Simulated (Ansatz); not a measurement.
Ag:
```
Ag
1.0
    0.00000     3.86066     3.86066
    3.86066     0.00000     3.86066
    3.86066     3.86066     0.00000
Ag
6
Direct
  0.75000   0.75000   0.75000
  0.50000   0.50000   0.50000
  0.12500   0.62500   0.12500
  0.12500   0.12500   0.12500
  0.62500   0.12500   0.12500
  0.12500   0.12500   0.62500
```

Relaxed with PBE. Special points in fractions of this cell's reciprocal vectors: Γ (0.000, 0.000, 0.000); X (0.500, 0.000, 0.500); U (0.625, 0.250, 0.625); K (0.375, 0.375, 0.750); L (0.500, 0.500, 0.500); W (0.500, 0.250, 0.750).

Problem. List the band energies nearest the Fermi level at these points for PBE (plane waves, PAW; program Ansatz).

Solution. In eV from the Fermi level; about four levels below and three above (degenerate sets whole), none deeper than 8.9 eV; points with the same levels are listed once.

| k | below | above |
|---|---|---|
| Γ | -3.05 -3.05 -2.41 -2.41 -2.41 | 0.44 1.84 1.84 1.84 |
| X | -3.19 -3.19 -2.76 -2.76 | 0.08 0.08 0.39 0.39 |
| U | -3.03 -2.51 -2.49 -2.08 | 0.42 0.52 3.41 |
| L | -3.17 -3.17 -2.99 -2.99 -2.41 | 0.62 1.55 1.55 |
| W | -2.20 -2.20 -1.80 -1.80 | 3.25 3.25 4.25 4.25 |

Space group Fd-3m. The start of the workflow was typed in or built on a structure type; neither database checked (COD, Materials Project) lists it. It is not the phase usual at ambient conditions (space group No. 225). Symmetry was held in the PBE relaxation; whether a distortion lowers the energy is not shown. The run is not spin-polarised. Spin–orbit coupling is left out wherever it is not named.

Potentials: the earlier of the program's two PAW sets.
